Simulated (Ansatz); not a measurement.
GaSb (zinc blende, F-43m), plane-wave PAW r²SCAN (Ansatz code). The conduction-band minimum lies at Γ, with 1 equivalent valley. Second derivatives d²E/dk² of the lowest band at one valley (eV·Å²), along Cartesian directions:

```json
[
 {"direction": "[100]", "d²E/dk²": "335.7"},
 {"direction": "[010]", "d²E/dk²": "335.7"},
 {"direction": "[001]", "d²E/dk²": "335.7"},
 {"direction": "[110]", "d²E/dk²": "335.3"},
 {"direction": "[101]", "d²E/dk²": "335.3"},
 {"direction": "[011]", "d²E/dk²": "335.3"}
]
```

Q: Find the principal effective masses, the density-of-states mass and the conductivity mass.

A: Off-diagonal terms follow from H_xy = H[110] − (H_xx + H_yy)/2, and m*/mₑ = 7.620 eV·Å² over each eigenvalue: 0.023, 0.023, 0.023. One valley's DOS mass (m₁m₂m₃)^(1/3) = 0.023, conductivity mass 3/(Σ 1/mᵢ) = 0.023 mₑ.

Q: What effective density of states Nc follows at 300 K for parabolic valleys?

A: Nc = 2.509e19 × 1 × (0.023)^(3/2) ≈ 8.8e16 cm⁻³.

The cell was relaxed with r²SCAN under the symmetry of its start; of distortions, only those at the zone centre were tested. Scalar-relativistic: spin–orbit coupling is off unless named, which matters more the heavier the elements.

Potentials: the earlier of the program's two PAW sets.

Edges and masses are those of Kohn–Sham bands, whose gap is no quasiparticle gap.
